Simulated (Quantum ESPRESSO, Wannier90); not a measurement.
# BP (zinc blende), plane waves to Wannier functions

```xyz
2
Lattice="0.0000 2.2661 2.2661 2.2661 0.0000 2.2661 2.2661 2.2661 0.0000" Properties=species:S:1:pos:R:3 pbc="T T T"
B      0.0000     0.0000     0.0000
P     -1.1330    -1.1330    -1.1330
```

Cell from Materials Project (mp-1479), symmetrised, no further relaxation. COD (Crystallography Open Database) has an entry of this formula and space group (matched by these alone). Level: PBEsol, no spin polarisation, no spin-orbit coupling; pw.x of Quantum ESPRESSO at 61 Ry with PseudoDojo potentials, 12×12×12 k-points, Wannier90. Density: 12×12×12 mesh, cold smearing 0.01 Ry.

Valence charges of the files: B 3, P 5. 15 bands were computed.

Isolated groups of bands, relative to the valence-band maximum (bands from 5 on overlap up to the last one computed):

```
bands  from (eV)  to (eV)  filling           weight on atomic waves
-----  ---------  -------  -------  -------------------------------
1         -15.53   -10.35   filled  P 3s 46 %, B 2p 26 %, B 2s 18 %
2–4        -9.12     0.00   filled   P 3p 49 %, B 2p 38 %, B 2s 9 %
```

Wanted is a model with the orbitals B s p, P s p, without the filled groups that are mainly made of other shells (semicore states, and anion s where it isn't named); all higher bands stay in for disentanglement.

Question: Give num_wann, exclude_bands and num_bands, and the number of electrons that the model holds.

Answer: Electrons: 1×3 + 1×5 = 8, which fill 4 bands.
num_wann = 1×4 + 1×4 = 8.
Nothing is excluded, so num_bands = 15 − 0 = 15.
The model holds 8 − 2×0 = 8 electrons. With the window frozen to 2.63 eV it follows pw.x to 15 meV rms (states up to 2.1 eV relative to the valence-band maximum).
